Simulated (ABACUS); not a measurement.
ABACUS run on Ta2O5 (P2/m, 7 atoms in the cell; from Materials Project mp-1238961, changed as shown): self-consistent single point.

Method: PBEsol, PseudoDojo 0.4 standard norm-conserving PBEsol (tails mended) pseudopotentials (plane waves; ABACUS).

The change in words: volume scaled by 0.94. Reference geometry (P2/m):
```
Ta2O5
1.0
    3.84141     0.00000     0.00000
    0.00000     3.86272     0.00000
   -1.81894     0.00000     6.52896
Ta O
2 5
Direct
  0.64953   0.00000   0.79131
  0.35047   0.00000   0.20869
  0.66212   0.50000   0.79833
  0.33788   0.50000   0.20167
  0.18976   0.00000   0.87062
  0.81024   0.00000   0.12938
  0.50000   0.00000   0.50000
```

Reference input (self-consistent single point, DFT, PBEsol, plane waves, PseudoDojo 0.4 standard norm-conserving PBEsol (tails mended) pseudopotentials): KPT = Gamma 4 4 2 0 0 0; basis_type = pw; dft_functional = PBESOL; ecutwfc = 84 Ry; smearing_method = fd; smearing_sigma = 0.000734986 Ry; potentials = PseudoDojo 0.4 standard norm-conserving PBEsol (tails mended); symmetry = 1; ks_solver = dav_subspace; scf_nmax = 100; scf_thr = 1.0e-09 Ry; mixing_type = broyden. This run's input differs from it in these lines:

```diff
@@ -26,5 +26,5 @@
 LATTICE_VECTORS
-   3.8414100000    0.0000000000    0.0000000000
-   0.0000000000    3.8627200000    0.0000000000
-  -1.8189390000    0.0000000000    6.5289600000
+   3.7629910000    0.0000000000    0.0000000000
+   0.0000000000    3.7838660000    0.0000000000
+  -1.7818070000    0.0000000000    6.3956780000
 
@@ -36,4 +36,4 @@
 2
-   1.0557664172    0.0000000000    5.1664313376 1 1 1
-   0.9667045828    0.0000000000    1.3625286624 1 1 1
+   1.0342138471    0.0000000000    5.0609639582 1 1 1
+   0.9469701529    0.0000000000    1.3347140418 1 1 1
 
@@ -42,7 +42,7 @@
 5
-   1.0913608173    1.9313600000    5.2122646368 1 1 1
-   0.9311101827    1.9313600000    1.3166953632 1 1 1
-  -0.8546587106    0.0000000000    5.6842431552 1 1 1
-   2.8771297106    0.0000000000    0.8447168448 1 1 1
-   1.0112355000    0.0000000000    3.2644800000 1 1 1
+   1.0690816186    1.8919330000    5.1058616177 1 1 1
+   0.9121023814    1.8919330000    1.2898163823 1 1 1
+  -0.8372116382    0.0000000000    5.5682051804 1 1 1
+   2.8183956382    0.0000000000    0.8274728196 1 1 1
+   0.9905920000    0.0000000000    3.1978390000 1 1 1
 # file: KPT
```

Log, with long lists cut:

```
 SELF-CONSISTENT
 -------------------------------------------
                                 init_chg = atomic

 PW ALGORITHM --------------- ION=   1  ELEC=   1--------------------------------

 Density error is 2.53835356721
                          Error Threshold = 0.01
 E_KohnSham     -424.6212055102      -5777.2678865678
 E_Fermi        0.6971243002         9.4848626976

 PW ALGORITHM --------------- ION=   1  ELEC=   2--------------------------------

 Density error is 7.14483692662
                          Error Threshold = 0.00453277422716
 E_KohnSham     -424.2222698029      -5771.8400878124
   [... lines left out ...]

 Density error is 3.63933779933e-08
                          Error Threshold = 3.80866528243e-10
 E_KohnSham     -425.8395651471      -5793.8445198429
 E_Fermi        0.7010958015         9.5388977450

 PW ALGORITHM --------------- ION=   1  ELEC=  11--------------------------------

 Density error is 8.77430417257e-10
                          Error Threshold = 6.4988174988e-11
 E_KohnSham     -425.8395651560      -5793.8445199635
 E_KS(sigma->0) -425.8395651560      -5793.8445199635
 E_entropy(-TS) 0.0000000000         0.0000000000
 E_Fermi        0.7011033875         9.5390009577
 charge density convergence is achieved
 final etot is -5793.84452 eV
 EFERMI = 9.5390009577 eV

 STATE ENERGY(eV) AND OCCUPATIONS    NSPIN == 1
   [... 35 lines left out ...]

 TOTAL-FORCE (eV/Angstrom)
                       Ta1        -0.0501356046         0.0000000000         0.1468510495
                       Ta2         0.0501356046         0.0000000000        -0.1468510495
                        O1         0.0866340601         0.0000000000         0.1062513664
                        O2        -0.0866340601         0.0000000000        -0.1062513664
                        O3        -0.0544414275         0.0000000000        -0.0541352855
                        O4         0.0544414275         0.0000000000         0.0541352855
                        O5         0.0000000000         0.0000000000         0.0000000000

 TOTAL-STRESS (KBAR)
       111.6502720142         0.0000000000         0.3423060261
         0.0000000000       158.3393425696         0.0000000000
         0.3423060261         0.0000000000       122.3328500581
 TOTAL-PRESSURE: 130.774155 KBAR

 --------------------------------------------
 !FINAL_ETOT_IS -5793.8445199634734308 eV
 --------------------------------------------
```

The run converged in 11 iterations. Against the reference run the free energy rises by 25.0 meV/atom, the pressure goes from -2.68 to 13.08 GPa, the largest force goes from 0.067 to 0.155 eV/Å and the gap on the mesh goes from 2.176 to 2.323 eV.

Spin-orbit coupling is left out, which matters for bands and gaps with elements this heavy. The structure comes from a collection of computed structures, made at another level of theory; the collection holds predicted forms beside known ones.

Cost on one core: very roughly 4 core-minutes.

“Tails mended”: in these copies of the files the far tail of each local potential was reset to the Coulomb form.
